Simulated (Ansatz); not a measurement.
C:
```cif
data_C16
_chemical_formula_sum 'C16'
_space_group_name_H-M_alt 'Imma'
_space_group_IT_number 74
_space_group_name_Hall '-I 2b 2'
_cell_length_a 4.87527
_cell_length_b 7.77673
_cell_length_c 3.26804
_cell_angle_alpha 90.000
_cell_angle_beta 90.000
_cell_angle_gamma 90.000
loop_
_space_group_symop_operation_xyz
  'x, y, z'
  '-x, -y, -z'
  '-x, -y+1/2, z'
  'x, y+1/2, -z'
  'x, -y, -z'
  '-x, y, z'
  '-x, y+1/2, -z'
  'x, -y+1/2, z'
  'x+1/2, y+1/2, z+1/2'
  '-x+1/2, -y+1/2, -z+1/2'
  '-x+1/2, -y, z+1/2'
  'x+1/2, y, -z+1/2'
  'x+1/2, -y+1/2, -z+1/2'
  '-x+1/2, y+1/2, z+1/2'
  '-x+1/2, y, -z+1/2'
  'x+1/2, -y, z+1/2'
loop_
_atom_site_label
_atom_site_type_symbol
_atom_site_symmetry_multiplicity
_atom_site_Wyckoff_symbol
_atom_site_fract_x
_atom_site_fract_y
_atom_site_fract_z
_atom_site_occupancy
C1 C 8 g 0.25000 0.16158 0.25000 1
C2 C 8 h 0.00000 0.07293 0.12224 1
```
(The calculation used a cell of 8 atoms; values per cell refer to that cell.)

Relaxed at zero pressure with r²SCAN (plane waves, PAW; program Ansatz).

Task: The volume is raised by 3 % and shape and atoms relax at that volume. What pressure results, and how do the axes share the change?

Result: -3.9 GPa; a 0.3 %, b -0.2 %, c 2.9 %; the energy rises by 3 meV/atom.

Task: Give the new structure.

Result: 
Space group Imma (No. 74); a = 4.8900 Å, b = 7.7623 Å, c = 3.3621 Å, α = β = γ = 90.00°

| atom | site | symmetry | x | y | z |
|---|---|---|---|---|---|
| C | 8g | .2. | 0.2500 | 0.1613 | 0.2500 |
| C | 8h | m.. | 0.0000 | 0.0724 | 0.1214 |

The phase is kept; no other phase was compared at this pressure.

The start of the workflow was typed in or built on a structure type; neither database checked (COD, Materials Project) lists it. It is not the phase usual at ambient conditions (space group No. 194, 227). The cell was relaxed with r²SCAN under the symmetry of its start; whether a distortion lowers the energy is not shown.

Potentials: the earlier of the program's two PAW sets.
